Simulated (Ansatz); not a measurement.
Structures of Cs₂Be: which is lowest?

Plane-wave DFT in Ansatz with scalar-relativistic PAW potentials, cutoff 420 eV, Γ-centred meshes chosen by cell and gap, Gaussian smearing with energies taken to zero width. Every cell was relaxed (cell and atoms) in a run of its own, within the symmetry of its start. Functional: PBE.

Relaxed structures (starts from databases or built by putting these elements on another compound's sites):
A. Fm-3m, 3 atoms in the computed cell, a = 9.078 Å; sites (symmetry × multiplicity) Cs -43m × 8, Be m-3m × 4; start: built
B. Pnnm, 6 atoms in the computed cell, a = 8.711 Å, b = 8.764 Å, c = 5.504 Å; sites (symmetry × multiplicity) Cs ..m × 4, Be ..2/m × 2; start: built

Q: Rank them by energy. Could pressure change the order?

A:
| structure | group | E − E(lowest) (meV/atom) | V (Å³/atom) | gap on mesh (eV) |
| --- | --- | --- | --- | --- |
| A | Fm-3m | 0.0 | 62.33 | 0.00 |
| B | Pnnm | 20.9 | 70.03 | 0.00 |

A is lowest, 21 meV/atom under B. The lowest is also the densest of these, so pressure wouldn't bring one of the others in at first order. Other structures may lie lower than all of these, and vibrations aren't counted.

Spin-orbit coupling is left out, which matters for the bands of heavy elements.